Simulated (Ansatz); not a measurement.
ZrB2:
```cif
data_B2Zr
_chemical_formula_sum 'Zr1 B2'
_space_group_name_H-M_alt 'P6/mmm'
_space_group_IT_number 191
_space_group_name_Hall '-P 6 2'
_cell_length_a 3.15486
_cell_length_b 3.15486
_cell_length_c 3.50704
_cell_angle_alpha 90.000
_cell_angle_beta 90.000
_cell_angle_gamma 120.000
loop_
_atom_site_label
_atom_site_type_symbol
_atom_site_symmetry_multiplicity
_atom_site_Wyckoff_symbol
_atom_site_fract_x
_atom_site_fract_y
_atom_site_fract_z
_atom_site_occupancy
Zr1 Zr 1 a 0.00000 0.00000 0.00000 1
B1 B 2 d 0.33333 0.66667 0.50000 1
```

Relaxed with the program Ansatz at the PBEsol level (PAW). Indices refer to the conventional cell of P6/mmm, a = b = 3.1549 Å, c = 3.5070 Å, α = β = 90.00°, γ = 120.00°.

**Question.** Simulate the powder diffraction pattern (Cu Kα, λ = 1.54184 Å; lines above 1 %) up to 2θ = 90°.

**Answer.** Simulated powder pattern, Cu Kα, λ = 1.54184 Å (kinematic, ideal powder, no thermal factors, no anomalous dispersion; the 30 strongest lines at most, above 1 %, up to 2θ = 90°):

```tsv
2θ (°)	d (Å)	I/Imax (%)	hkl
25.40	3.507	35	(0001)
32.78	2.732	70	(1 0 -1 0)
41.92	2.155	100	(1 0 -1 1)
52.16	1.754	9.8	(0002)
58.51	1.577	21	(1 1 -2 0)
62.99	1.476	22	(1 0 -1 2)
64.81	1.439	17	(1 1 -2 1)
68.71	1.366	8.3	(2 0 -2 0)
74.55	1.273	18	(2 0 -2 1)
82.20	1.173	16	(1 1 -2 2)
82.52	1.169	1.4	(0003)
```

Symmetry was held in the PBEsol relaxation. The run is not spin-polarised.

Potentials: the earlier of the program's two PAW sets. The files were generated under PBE; for other functionals the program regenerates the frozen cores, and for LDA and PBEsol the local potential too.
